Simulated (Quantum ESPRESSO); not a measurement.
Hf2Ta3Ag2Ti, input and log of a self-consistent run

A calculation, not a measurement. The program is pw.x of Quantum ESPRESSO 7.5 (plane-wave density functional theory). The cell is made up: eight metal atoms on a hexagonal close-packed lattice, with elements, volume, strain and displacements drawn at random and not relaxed, so it may be unstable or far from any real phase. PseudoDojo standard norm-conserving files set the functional (PBE unless stated); there is no spin polarisation or spin-orbit coupling, the Fermi-Dirac width of 0.25 eV means electrons at about 2900 K, and the masses in the input are unused placeholders. Heavy elements are run without spin-orbit coupling, which real alloys of them have. A spin test at this wide smearing found no moment, but such smearing suppresses magnetism that the real alloy may have.

Input:

```
&control calculation='scf', pseudo_dir='./dojo.nc.sr.pbe.v0_5.standard.upf', outdir='./o', disk_io='minimal', tprnfor=.true., tstress=.true. /
&system ibrav=0, nat=8, ntyp=4, nbnd=73, ecutwfc=84.00895049, nosym=.true., tot_charge=0,
 occupations='smearing', smearing='fd', degauss=0.0183746611
/
&electrons conv_thr=1.470e-08, electron_maxstep=70, mixing_beta=0.5 /
ATOMIC_SPECIES
Ag 1.0 Ag.upf
Hf 1.0 Hf.upf
Ta 1.0 Ta.upf
Ti 1.0 Ti.upf
CELL_PARAMETERS angstrom
-2.9161 -0.0306 -0.037
-0.0089 4.9218 -4.865
-0.1148 -4.9956 -4.9415
ATOMIC_POSITIONS angstrom
Hf -0.0185 0.0095 -0.044
Ta -0.0559 1.5714 -2.5112
Hf 0.0139 -0.1119 -4.8205
Ta -0.0654 1.5916 -7.301
Ag -1.608 -0.849 -2.4598
Ag -1.6048 -2.5491 -4.9419
Ta -1.5865 -0.913 -7.3652
Ti -1.5379 2.2922 -4.8809
K_POINTS automatic
8 4 4 1 1 1
```

The log is shortened where brackets say so; the opening notice, blank lines, dates and the lines on written files are dropped, and the path of the files is cut. It prints rydbergs, bohrs and kilobars, and counts compression as positive stress. Its total energy is the free energy E - TS of the whole cell.

```
     Program PWSCF v.7.5
     Parallel version (MPI & OpenMP), running on       4 processor cores
     Number of MPI processes:                 4
     Threads/MPI process:                     1
     [start-up lines left out]
     bravais-lattice index     =            0
     lattice parameter (alat)  =       5.5114  a.u.
     unit-cell volume          =     956.6176 (a.u.)^3
     number of atoms/cell      =            8
     number of atomic types    =            4
     number of electrons       =       113.00
     number of Kohn-Sham states=           73
     kinetic-energy cutoff     =      84.0090  Ry
     charge density cutoff     =     336.0358  Ry
     scf convergence threshold =      1.5E-08
     mixing beta               =       0.5000
     number of iterations used =            8  plain     mixing
     Exchange-correlation= PBE
                           (   1   4   3   4   0   0   0)
     [axes and pseudopotential details left out]
   Cartesian axes
     site n.     atom                  positions (alat units)
         1        Hf     tau(   1) = (  -0.0063432   0.0032573  -0.0150866  )
         2        Ta     tau(   2) = (  -0.0191668   0.5387974  -0.8610335  )
         3        Hf     tau(   3) = (   0.0047660  -0.0383680  -1.6528400  )
         4        Ta     tau(   4) = (  -0.0224242   0.5457235  -2.5033471  )
         5        Ag     tau(   5) = (  -0.5513467  -0.2911028  -0.8434096  )
         6        Ag     tau(   6) = (  -0.5502495  -0.8740285  -1.6944653  )
         7        Ta     tau(   7) = (  -0.5439748  -0.3130470  -2.5253598  )
         8        Ti     tau(   8) = (  -0.5273110   0.7859433  -1.6735498  )
     number of k points=    64  Fermi-Dirac smearing, width (Ry)=  0.0184
                       cart. coord. in units 2pi/alat
        k(    1) = (  -0.0615877   0.0012252  -0.0735834), wk =   0.0312500
        k(    2) = (  -0.0598853  -0.0717431  -0.1474068), wk =   0.0312500
     [further k points left out]
     Dense  grid:    99431 G-vectors     FFT dimensions: (  36,  80,  80)
     Estimated max dynamical RAM per process >     413.20 MB
     Estimated total dynamical RAM >       1.54 GB
     Initial potential from superposition of free atoms
     starting charge     112.9910, renormalised to     113.0000
     Starting wfcs are   80 randomized atomic wfcs
     total cpu time spent up to now is        8.8 secs
     per-process dynamical memory:   336.3 Mb
     Self-consistent Calculation
     iteration #  1     ecut=    84.01 Ry     beta= 0.50
     Davidson diagonalization with overlap
     ethr =  1.00E-02,  avg # of iterations =  2.7
     total cpu time spent up to now is       28.8 secs
     total energy              =   -1351.88346745 Ry
     estimated scf accuracy    <       4.93204596 Ry
     iteration #  2     ecut=    84.01 Ry     beta= 0.50
     Davidson diagonalization with overlap
     ethr =  4.36E-03,  avg # of iterations =  3.3
     total cpu time spent up to now is       51.0 secs
     total energy              =   -1352.30368246 Ry
     estimated scf accuracy    <      33.55196069 Ry
     iteration #  3     ecut=    84.01 Ry     beta= 0.50
     Davidson diagonalization with overlap
     ethr =  4.36E-03,  avg # of iterations =  5.1
     total cpu time spent up to now is       72.5 secs
     total energy              =   -1354.68806992 Ry
     estimated scf accuracy    <       3.26554385 Ry
     iteration #  4     ecut=    84.01 Ry     beta= 0.50
     Davidson diagonalization with overlap
     ethr =  2.89E-03,  avg # of iterations =  3.6
     total cpu time spent up to now is       91.1 secs
     total energy              =   -1354.86641109 Ry
     estimated scf accuracy    <       1.00113422 Ry
     iteration #  5     ecut=    84.01 Ry     beta= 0.50
     Davidson diagonalization with overlap
     ethr =  8.86E-04,  avg # of iterations =  5.5
     total cpu time spent up to now is      112.7 secs
     total energy              =   -1354.95383544 Ry
     estimated scf accuracy    <       0.20208022 Ry
     [iterations 6 to 16 left out]
     iteration # 17     ecut=    84.01 Ry     beta= 0.50
     Davidson diagonalization with overlap
     ethr =  1.48E-09,  avg # of iterations =  2.0
     total cpu time spent up to now is      337.0 secs
     total energy              =   -1354.97581656 Ry
     estimated scf accuracy    <       0.00000099 Ry
     iteration # 18     ecut=    84.01 Ry     beta= 0.50
     Davidson diagonalization with overlap
     ethr =  8.74E-10,  avg # of iterations =  1.0
     total cpu time spent up to now is      352.5 secs
     total energy              =   -1354.97581663 Ry
     estimated scf accuracy    <       0.00000012 Ry
     iteration # 19     ecut=    84.01 Ry     beta= 0.50
     Davidson diagonalization with overlap
     ethr =  1.05E-10,  avg # of iterations =  2.2
     total cpu time spent up to now is      370.1 secs
     total energy              =   -1354.97581664 Ry
     estimated scf accuracy    <       0.00000011 Ry
     iteration # 20     ecut=    84.01 Ry     beta= 0.50
     Davidson diagonalization with overlap
     ethr =  9.64E-11,  avg # of iterations =  2.0
     total cpu time spent up to now is      386.7 secs
     total energy              =   -1354.97581665 Ry
     estimated scf accuracy    <       0.00000005 Ry
     iteration # 21     ecut=    84.01 Ry     beta= 0.50
     Davidson diagonalization with overlap
     ethr =  4.47E-11,  avg # of iterations =  1.1
     total cpu time spent up to now is      402.4 secs
     End of self-consistent calculation
     [lines on levels left out]
!    total energy              =   -1354.97581665 Ry
     estimated scf accuracy    <          2.0E-09 Ry
     smearing contrib. (-TS)   =      -0.11442287 Ry
     internal energy E=F+TS    =   -1354.86139378 Ry
     The total energy is F=E-TS. E is the sum of the following terms:
     one-electron contribution =    -423.32414764 Ry
     hartree contribution      =     267.29402676 Ry
     xc contribution           =    -256.23914202 Ry
     ewald contribution        =    -942.59213089 Ry
     convergence has been achieved in  21 iterations
     Forces acting on atoms (cartesian axes, Ry/au):
     atom    1 type  2   force =    -0.00915971   -0.02921674    0.01995492
     atom    2 type  3   force =    -0.00853630    0.06006471    0.01221041
     atom    3 type  2   force =    -0.02722368    0.00305967   -0.02274129
     atom    4 type  3   force =    -0.00945501   -0.01346726   -0.00509206
     atom    5 type  1   force =     0.02501488   -0.04274047    0.01576594
     atom    6 type  1   force =     0.01372396   -0.00949238    0.00031231
     atom    7 type  3   force =     0.01017876    0.01300073   -0.01602643
     atom    8 type  4   force =     0.00545710    0.01879174   -0.00438380
     Total force =     0.103155     Total SCF correction =     0.000206
     Computing stress (Cartesian axis) and pressure
          total   stress  (Ry/bohr**3)                   (kbar)     P=      125.70
   0.00080292  -0.00012905  -0.00004346          118.11      -18.98       -6.39
  -0.00012905   0.00104325  -0.00012633          -18.98      153.47      -18.58
  -0.00004346  -0.00012633   0.00071739           -6.39      -18.58      105.53
     init_run     :      8.17s CPU      8.65s WALL (       1 calls)
     electrons    :    381.19s CPU    393.65s WALL (       1 calls)
     forces       :      3.36s CPU      3.40s WALL (       1 calls)
     stress       :     11.59s CPU     11.99s WALL (       1 calls)
     [timing details left out]
     PWSCF        :   6m44.48s CPU   6m57.96s WALL
     JOB DONE.
```

In other units: free energy -18435.385 eV for the cell, pressure 12.57 GPa, largest force component 1.544 eV/Å in size. The run took 420 s of wall time with four MPI processes on a shared machine (AMD EPYC, older, virtual cores), so the time is rough. A rerun of this cell at a higher cutoff and on a denser mesh moved values by no more than 0.005 eV in energy, 0.07 GPa in stress and 0.004 eV/Å in force, and a second program with other atomic files agreed on that cell to 2 % rms in force and 0.5 GPa in pressure.